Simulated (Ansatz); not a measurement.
An Ansatz (a program for electronic structure) run. Input:

Ansatz 0.2 input:
```yaml
crystal:
  lattice:
    - [-3.3182132472, 7.4630110666, 3.3164434197]
    - [3.3182132472, -7.4630110666, 3.3164434197]
    - [3.3182132472, 7.4630110666, -3.3164434197]
  atoms:
    - { symbol: K, position: [0.8235316158, 0.2388212581, 0.0623528739] }
    - { symbol: K, position: [0.1764683842, 0.7611787419, 0.9376471261] }
    - { symbol: K, position: [0.6764683842, 0.7388212581, 0.4152896424] }
    - { symbol: K, position: [0.3235316158, 0.2611787419, 0.5847103576] }
    - { symbol: Na, position: [0.25, 0.25, 0.0] }
    - { symbol: Na, position: [0.75, 0.75, 0.0] }
    - { symbol: In, position: [0.75, 0.25, 0.5] }
    - { symbol: In, position: [0.25, 0.75, 0.5] }
    - { symbol: P, position: [0.5986679073, 0.2156348357, 0.814302743] }
    - { symbol: P, position: [0.4013320927, 0.7843651643, 0.185697257] }
    - { symbol: P, position: [0.9013320927, 0.7156348357, 0.6169669283] }
    - { symbol: P, position: [0.0986679073, 0.2843651643, 0.3830330717] }
kpoints:
  mp_grid: { grid: [6, 6, 6] }
hamiltonian:
  xc: r2scan
  pseudopotentials: { kind: paw }
scf:
  occupations: { method: fixed }
checkpoint: { read: static.run }
output: { write_density: true, elf: true, volumetric_format: npy }
```

Output (shortened):

```
Pseudopotential: K, paw, valence charge 9
Pseudopotential: Na, paw, valence charge 9
Pseudopotential: In, paw, valence charge 13
Pseudopotential: P, paw, valence charge 5
Functional definition: r2SCAN
Crystal: 12 atoms, lattice volume = 328.512 Å³
Basis set: ecut = 500 eV, 8307 PW (Γ), exchange–correlation on 288×288×288 points (64 copies of the dense FFT grid, shifted against one another)
Bands: 62, of which v1, the nominal top of the filled ones, is band 50 counted from 1 (49 counted from 0)
Symmetry: 8 space group operations
Space group: Ibam (ITA 72), of the structure as read, at distance tolerance 6.9e-5 Å
k-points: 46 of 216
Stability of the state it starts from, as read at its close in the unpolarized treatment …
iter 1 solved again at ethr=8.63e-8 eV; its pass at ethr=3.10e-3 eV (dr2=8.63e-5 eV) is discarded
SCF iter   1: F=—  HF=-23414.491756 eV  |F-HF|=—  |Δ(HF+E_count)|=         —  Δρ=6.08e-7  dr2=1.82e-9  dr2_τ=2.25e-10  ethr=8.63e-8  ⟨swp⟩=4.1  Hψ=17407  notcnv=0  defer=460
preconditioner: auto → Resta (q_TF=auto, 2.238 Å⁻¹)
SCF iter   2: F=-23414.491756 eV  HF=-23414.491756 eV  |F-HF|=9.39e-10  |Δ(HF+E_count)|=   5.72e-7  Δρ=3.98e-7  dr2=1.18e-9  dr2_τ=3.14e-10  ethr=1.82e-12  ⟨swp⟩=17.7  Hψ=17734  notcnv=0
SCF 1 converged in 2 iterations: F = -23414.491756 eV  dr2 = 1.18e-9
SCF converged after 2 iterations
Free energy (F): -23414.491756 eV
Harris-Foulkes:  -23414.491756 eV  (|F-HF|=9.39e-10)
Internal energy: -23414.491756 eV  (E = F + TS)
E sigma→0 (E₀):  -23414.491756 eV
Fermi energy:    4.959678 eV
--- Per-component energies (eV) ---
  E_band       = -1015.868931
  E_kinetic    = 2022.729466
  E_local      = -8659.022755  (includes V_loc(G=0)·N_el)
  E_nonlocal   = 1151.926532
  E_hartree    = 3291.433225
  E_xc         = -1244.862606
  E_vxc        = -1328.578964  (∫ρ·V_xc dr)
  E_paw        = -14360.883399  (= ΣΔE_a)
  E_vpaw       = -866.129912  (= ΣTr[D̂ρ^β])
  E_aug_tail   = 0.000007  (compensation charges beyond the density's cutoff)
  E_vtau       = 80.341288  (kinetic-family band-sum trace: ∫τ·v_τ [+ j·A + Jᵃ·Aᵃ] dr)
  E_ewald      = -5616.542674
  E_core_change = 0.730448  (= ΣΔE_core)
  E_smearing   =  0.000000  (= −TS)
  E_closure    = 0.000000  (closes the sum)
  Σ components = -23414.491756   (vs F -23414.491756, Δ=0.00e0)
  [band-id]    e_kinetic+e_local+e_nonlocal+2·e_hartree+e_vxc+e_vpaw+e_augmentation_tail+e_vtau = -1015.867889   (vs E_band -1015.868931, Δ=1.04e-3)
--- Band table (eV; the first three rows and the last of 46) ---
  k-point 0: bands = ["-48.8084", "-48.8054", "-26.8391", "-26.8248", "-26.8248", "-26.8164", "-19.2682", "-19.2602", "-19.2535", "-19.2242", "-19.2151", "-19.1906", "-9.6961", "-9.6739", "-9.6509", "-9.6429", "-9.6364", "-9.6261", "-9.6186", "-9.6136", …
  k-point 1: bands = ["-48.8084", "-48.8054", "-26.8381", "-26.8257", "-26.8242", "-26.8170", "-19.2682", "-19.2602", "-19.2535", "-19.2243", "-19.2152", "-19.1906", "-9.7065", "-9.6729", "-9.6567", "-9.6528", "-9.6262", "-9.6251", "-9.6196", "-9.6131", …
  k-point 2: bands = ["-48.8084", "-48.8054", "-26.8355", "-26.8283", "-26.8227", "-26.8185", "-19.2682", "-19.2602", "-19.2535", "-19.2244", "-19.2154", "-19.1906", "-9.7281", "-9.6689", "-9.6655", "-9.6585", "-9.6383", "-9.6303", "-9.6187", "-9.6126", …
  k-point 45: bands = ["-48.8084", "-48.8054", "-26.8390", "-26.8248", "-26.8248", "-26.8164", "-19.2682", "-19.2602", "-19.2535", "-19.2242", "-19.2151", "-19.1906", "-9.7285", "-9.6907", "-9.6846", "-9.6623", "-9.6474", "-9.6442", "-9.6135", "-9.6043", …
```

Cost: around 2.4 core-minutes (rough) on shared cores.

The first step of the workflow began from a Materials Project structure, measured or hypothetical; the Crystallography Open Database files this formula in space group No. 72, but the cells were not matched. Whether it is the stable phase at ambient conditions was not checked. The cell was relaxed with r²SCAN under the symmetry of its start; its stability against distortions is not shown here. Spin–orbit coupling is left out wherever it is not named.

Potentials: the later of the program's two PAW sets.

Ansatz is a plane-wave DFT program.
